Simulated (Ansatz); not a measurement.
**SnO (litharge type, space group P4/nmm): energy against volume**

SnO (litharge type, space group P4/nmm)

```
CELL_PARAMETERS angstrom
      3.83618     0.00000     0.00000
      0.00000     3.83618     0.00000
      0.00000     0.00000     4.75736
ATOMIC_POSITIONS crystal
  Sn 0.50000 0.00000 0.24343
  Sn 0.00000 0.50000 0.75657
  O  0.00000 0.00000 0.00000
  O  0.50000 0.50000 0.00000
```

E(V) scan at fixed shape, V₀ the volume above. The atoms relax within the cell's symmetry.

Level of theory: PBE-D3(BJ) (plane waves to 420 eV, PAW, scalar-relativistic; Ansatz, a first-principles code). k mesh 12×12×10 (Γ-centred), Fermi-Dirac smearing 0.05 eV. Energies are smeared free energies. Compression counts positive. With the shape held, the modulus is that of even scaling; a crystal free to change shape is softer. At this level the bands of SnO touch or barely overlap; measurements give the solid a gap. SnO was relaxed with its symmetry unable to fall. The PAW data are Ansatz's earlier set. ΔE is measured from the relaxed starting cell.

```tsv
V/V₀	ΔE (kJ/mol of atoms)	P (GPa)
0.940	1.0	3.3
0.950	0.7	2.7
0.960	0.4	2.1
0.970	0.2	1.6
0.980	0.1	1.0
0.990	0.0	0.5
1.000	0.0	0.0
1.010	0.0	-0.5
1.020	0.1	-0.9
1.030	0.2	-1.4
1.040	0.4	-1.8
1.050	0.6	-2.2
1.060	0.9	-2.6
```

Key numbers:

```yaml
pressure_at_the_smallest_volume: 3.3 GPa
energy_cost_of_the_largest_compression: 10 meV/atom
energy_cost_of_the_largest_expansion: 9 meV/atom
Bulk modulus at fixed cell shape B₀ (third-order Birch-Murnaghan fit): 48.8 GPa
Pressure derivative B₀′ (fit): 3.0
equilibrium_volume_of_the_fit: 17.51 Å³/atom
Pressure for 5 % compression (fit): 2.7 GPa
```

(A scan under strain: stresses follow from slopes of the energy per volume, elastic moduli from its curvatures.)
